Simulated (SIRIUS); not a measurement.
Input and output of a self-consistent single point for SnTe (Fm-3m, 8 atoms in the cell; from Materials Project mp-1883, changed as shown) (SIRIUS).

Method: PBEsol, GBRV PBEsol ultrasoft pseudopotentials (plane waves; SIRIUS).

The change in words: lattice scaled by 1.02. Reference geometry (Fm-3m):
```
SnTe
1.0
    6.37163     0.00000     0.00000
    0.00000     6.37163     0.00000
    0.00000     0.00000     6.37163
Sn Te
4 4
Direct
  0.00000   0.00000   0.00000
  0.00000   0.50000   0.50000
  0.50000   0.00000   0.50000
  0.50000   0.50000   0.00000
  0.50000   0.00000   0.00000
  0.50000   0.50000   0.50000
  0.00000   0.00000   0.50000
  0.00000   0.50000   0.00000
```

Reference input (self-consistent single point, DFT, PBEsol, plane waves, GBRV PBEsol ultrasoft pseudopotentials): parameters.ngridk = 4 4 4; parameters.xc_functionals = [XC_GGA_X_PBE_SOL, XC_GGA_C_PBE_SOL]; parameters.gk_cutoff = 6.325 1/bohr; parameters.pw_cutoff = 14.143 1/bohr; parameters.smearing = fermi_dirac; parameters.smearing_width = 0.00367493 Ha; potentials = GBRV PBEsol ultrasoft pseudopotentials; parameters.electronic_structure_method = pseudopotential; parameters.num_bands = 48; parameters.num_mag_dims = 0; parameters.num_dft_iter = 100; parameters.energy_tol = 1e-07 Ha. This run's input differs from it in these lines:

```diff
@@ -32,5 +32,5 @@
     "lattice_vectors": [
-      [12.0406356674, 0.0, 0.0],
-      [0.0, 12.0406356674, 0.0],
-      [0.0, 0.0, 12.0406356674]
+      [12.2814491367, 0.0, 0.0],
+      [0.0, 12.2814491367, 0.0],
+      [0.0, 0.0, 12.2814491367]
     ],
```

Output, abridged:

```
[find] density tolerance         : 1e-06
[find] total energy tolerance    : 1e-07
[find] iter_solver_tol (initial) : 0.01
[find] iter_solver_tol (target)  : 1e-13
[find] num_dft_iter              : 100
Charges and magnetic moments
--------------------------------------------------------------------------------
total charge          : 80.000000
[find] | SCF iteration   0 out of 100|
[diagonalize] iterative solver tolerance (occupied, empty): 0.01 0.01
[diagonalize] average number of iterations: 2
[find] Charges and magnetic moments
[find] total charge          : 80.000000
[find] Energy
[find] smearing (-TS)                 :      -0.00063574
   [... lines left out ...]

[find] Charges and magnetic moments
[find] total charge          : 80.000000
[find] Energy
[find] smearing (-TS)                 :      -0.00080288
[find] Total energy                   :    -370.75552019 (Ha),    -741.51104038 (Ry)
[find] Free energy (E-TS)             :    -370.75632307 (Ha),    -741.51264615 (Ry)
[find] band gap (eV)                  :       0.08219099
[find] Efermi                         :       0.24901468
[find] iteration : 32, RMS (target) : 2.0107e-07 (1.0000e-06) , energy difference (target) : -5.6355e-10 (1.0000e-07)
[find] bands are converged : false
[find] iterative solver converged : false
[find] converged after 33 SCF iterations!
[find] Charges and magnetic moments
[find] total charge          : 80.000000
[find] Energy
[find] smearing (-TS)                 :      -0.00080288
[find] Total energy                   :    -370.75552019 (Ha),    -741.51104038 (Ry)
[find] Free energy (E-TS)             :    -370.75632307 (Ha),    -741.51264615 (Ry)
[find] band gap (eV)                  :       0.08219099
[find] Efermi                         :       0.24901468
[ground_state] === stress tensor components [kbar] ===
[ground_state] === stress_total ===
[ground_state]    39.813441    0.000000    0.000000
[ground_state]     0.000000   39.813441   -0.000000
[ground_state]     0.000000   -0.000000   39.813441
[ground_state] ==== total Forces in Ha/bohr =====
[ground_state] atom:    0, force:       0.0000000      0.0000000      0.0000000
   [... zero for the other atoms too ...]
```

The run converged in 33 iterations. SIRIUS prints the stress tensor with tension positive. Against the reference run the free energy rises by 37.4 meV/atom and the pressure goes from -2.03 to -3.98 GPa.

Spin-orbit coupling is left out, which matters for bands and gaps with elements this heavy. The structure comes from a collection of computed structures, made at another level of theory; the collection holds predicted forms beside known ones. No clean gap shows at this smearing width and mesh (spacing up to 0.24 Å⁻¹); the mesh is coarse for partly filled bands, so the values carry mesh errors. Semi-local functionals can close small gaps.

Cost on one core: very roughly 2.0 core-minutes.
